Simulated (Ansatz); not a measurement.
Given:

GeTe₂Pb:
Space group P4/mmm (No. 123); a = 4.351 Å, b = 4.351 Å, c = 6.156 Å, α = 90.00°, β = 90.00°, γ = 90.00°

| atom | site | symmetry | x | y | z |
|---|---|---|---|---|---|
| Ge | 1a | 4/mmm | 0.0000 | 0.0000 | 0.0000 |
| Te | 1b | 4/mmm | 0.0000 | 0.0000 | 0.5000 |
| Te | 1c | 4/mmm | 0.5000 | 0.5000 | 0.0000 |
| Pb | 1d | 4/mmm | 0.5000 | 0.5000 | 0.5000 |

This is the LDA-relaxed structure.

Question: All from plane-wave PAW LDA (Ansatz code), unless another level is named. Estimate the electronic character.

Answer: no gap, with almost no states at the Fermi level (zero-gap or semimetallic).

Question: Next, the formation energy from the elements (no fitted shifts)?

Answer: -0.15 eV/atom.

The first step of the workflow began from a Materials Project structure, measured or hypothetical; the Crystallography Open Database copy checked does not list it. With Ge and Pb taken as one species the cell has the higher symmetry Fm-3m, so it may be an ordered model of a mixed-site phase. Its standing as an ambient phase is unchecked. Symmetry was held in the LDA relaxation. At this level the phase is dynamically unstable (imaginary phonons). The references are the lowest solids computed at this level, not always the standard phases. Scalar-relativistic: spin–orbit coupling is off unless named, which matters more the heavier the elements.

Potentials: the later of the program's two PAW sets.
